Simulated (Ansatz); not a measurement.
**Zone-centre phonons of Cd$_{2}$PCl: input and output**

The calculation used Ansatz, DFT PBE, scalar-relativistic, plane waves, PAW.

It can be run as:
```bash
ansatz run input.yaml --threads 1 --pin off --backend cpu --events-out ev --progress --plain --runs-dir out  # memory cap (--max-ram) not shown
```

Input (bare energies are in eV):
```yaml
crystal:
  lattice:
    - [2.0207522505, 1.1666818558, 6.5369190398]
    - [-2.0207522505, 1.1666818558, 6.5369190398]
    - [0.0, -2.3333637115, 6.5369190398]
  atoms:
    - { symbol: Cd, position: [0.2334718106, 0.2334718106, 0.2334718106] }
    - { symbol: Cd, position: [0.7665281894, 0.7665281894, 0.7665281894] }
    - { symbol: P, position: [0.5, 0.5, 0.5] }
    - { symbol: Cl, position: [0.0, 0.0, 0.0] }
basis:
  ecutwfc: 420
kpoints:
  mp_grid: { grid: [12, 12, 12] }
hamiltonian:
  xc: pbe
scf:
  occupations: { method: fermi_dirac, width: 0.15 }
output:
  eigenvalues: true
phonons:
  method: dfpt
  eigenvectors: true
```

Results section of the output:
```
--- Phonons (Γ-DFPT): 6 representative perturbations + reference, on 476 of 1728 k-points (Σ response iterations 51) ---
  k mesh reduced under 2 symmetry operations, with k and −k counted as one. Each operation leaves every solved perturbation unchanged. A smaller set is not used because it would not reduce the number of displacements ...
  ASR residual: 5.880e-5 → 0.000e0 eV/Å²; symmetrization residual: 1.773e-5 eV/Å²
  ASR residual per site (eV/Å²): 5.88e-5 5.88e-5 3.63e-5 4.74e-5
  Γ frequencies (cm⁻¹): -40.69 -40.69 0.00 0.00 0.00 75.43 85.98 85.98 121.85 189.07 189.07 216.65
  non-analytic LO–TO correction: not included (Born effective charges unavailable; polar crystals: no LO–TO splitting at Γ)
```

Its imaginary modes show that this cell, built by swapping an element in a database structure, isn't a minimum of the energy. In a metal, frequencies and elastic constants depend on the k mesh and the smearing, soft modes and shear constants most. A semilocal functional can close a gap that the real compound has.

Negative frequencies stand for imaginary ones: the cell is unstable against these modes.